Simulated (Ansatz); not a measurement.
Pt:
```
CELL_PARAMETERS angstrom
      0.00000     2.88768     2.88768
      2.88768     0.00000     2.88768
      2.88768     2.88768     0.00000
ATOMIC_POSITIONS crystal
  Pt 0.25000 0.25000 0.25000
  Pt 0.00000 0.00000 0.00000
```

Relaxed with PBE. Special points in fractions of this cell's reciprocal vectors: Γ (0.000, 0.000, 0.000); X (0.500, 0.000, 0.500); U (0.625, 0.250, 0.625); K (0.375, 0.375, 0.750); L (0.500, 0.500, 0.500); W (0.500, 0.250, 0.750).

**Question.** List the band energies nearest the Fermi level at these points for PBE with spin–orbit coupling (plane waves, PAW; program Ansatz).

**Answer.** In eV from the Fermi level; about four levels below and three above (degenerate sets whole), none deeper than 8.9 eV; points with the same levels are listed once.

```json
[
 {"k": "Γ", "below": "-0.10 -0.10 -0.10 -0.10", "above": "9.71 9.71 10.35 10.35"},
 {"k": "X", "below": "-0.20 -0.20 -0.20 -0.20", "above": "1.26 1.26 1.26 1.26"},
 {"k": "U", "below": "-2.43 -2.43 -0.17 -0.17", "above": "0.22 0.22 0.75 0.75"},
 {"k": "L", "below": "-0.49 -0.49 -0.34 -0.34", "above": "0.73 0.73 7.03 7.03"},
 {"k": "W", "below": "-2.70 -2.70 -0.04 -0.04", "above": "0.28 0.28 1.06 1.06"}
]
```

Space group Fd-3m (diamond). A made-up cell: these elements were put on the sites of a structure type; neither database checked (COD, Materials Project) lists it. It is not the phase usual at ambient conditions (space group No. 225). The PBE relaxation kept the symmetry of its start. At this level the phase is mechanically unstable. The run is not spin-polarised.

Potentials: the later of the program's two PAW sets.
